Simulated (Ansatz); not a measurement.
# YRh (Pm-3m): elasticity against pressure

```xyz
2
Lattice="3.3833 0.0000 0.0000 0.0000 3.3833 0.0000 0.0000 0.0000 3.3833" Properties=species:S:1:pos:R:3 pbc="T T T"
Y     1.6917    1.6917    1.6917
Rh    0.0000    0.0000    0.0000
```

This is the zero-pressure cell. At each pressure cell and atoms are relaxed in this structure, and the constants are slopes of the stress at strains of ±0.005 with relaxed ions (the coefficients that govern stability under load). Level: PBEsol, PAW on Ansatz 0.2.0's default frozen-core files (fitted under PBE), scalar-relativistic; k mesh 14×14×14, strains of ±0.005, Fermi-Dirac smearing of 0.080 eV, cutoff 420 eV. P is the pressure of the relaxed cell, less that of this one.

```
P (GPa)    V/V₀  C11 (GPa)  C12 (GPa)  C44 (GPa)
   0.00  1.0000      145.0      109.3       40.1
   0.97  0.9922      148.8      113.6       41.4
   2.00  0.9842      152.8      118.3       42.8
   3.99  0.9697      160.5      127.1       45.5
   7.00  0.9497      171.6      140.3       49.4
   9.96       ?          ?          ?          ?
  14.97  0.9052      199.2      174.0       59.2
```

**Question.** Does the bulk modulus from the constants agree with the pressure-volume curve?

**Answer.** A third-order Birch-Murnaghan fit to the volumes shown (F against f, f = [(V₀/V)^(2/3) − 1]/2) gives B₀ = 121.2 GPa and B′ = 4.3. Its −V dP/dV stands beside (C11 + 2C12)/3:

| P (GPa) | from P(V) | from the constants |
| --- | --- | --- |
| 0.00 | 121.2 | 121.2 |
| 0.97 | 125.4 | 125.4 |
| 2.00 | 129.7 | 129.8 |
| 3.99 | 138.2 | 138.2 |
| 7.00 | 150.7 | 150.7 |
| 14.97 | 182.9 | 182.4 |

**Question.** What are the pressure derivatives at zero pressure?

**Answer.** Slopes at V₀ of quadratic fits in −ln(V/V₀) through the first four rows shown, divided by B₀: dC11/dP = 4.0, dC12/dP = 4.5, dC44/dP = 1.4. The mean slopes up to 2.0 GPa are 3.9, 4.5, 1.4; curvature and scatter of the constants part the two. The combination (dC11/dP + 2 dC12/dP)/3 = 4.4 stands against B′.

**Question.** Fill the row at 9.96 GPa.

**Answer.** Cubic fits in −ln(V/V₀) through all rows shown give C11 = 182.2, C12 = 153.0, C44 = 53.1 GPa. Computed: V/V₀ = 0.9319, C11 (GPa) = 182.3, C12 (GPa) = 153.1, C44 (GPa) = 53.1.

**Question.** Does a shear stiffness soften?

**Answer.** C44 goes from 40.1 to 59.2 GPa; (C11 − C12)/2 goes from 17.9 to 12.6 GPa. (C11 − C12)/2 softens under pressure, though the lattice stays mechanically stable over this range.

Keep in mind: no other phase was computed; many crystals of this kind change structure within this range, and rows or crossings beyond such a change describe a metastable lattice; frozen-core PAW files fitted under PBE, their cores solved anew for the functional of the run; responses of metals move with mesh and smearing; the softest shear constant rests on one k mesh, and a soft shear can herald a distortion on cooling; phonons weren't checked at these pressures.
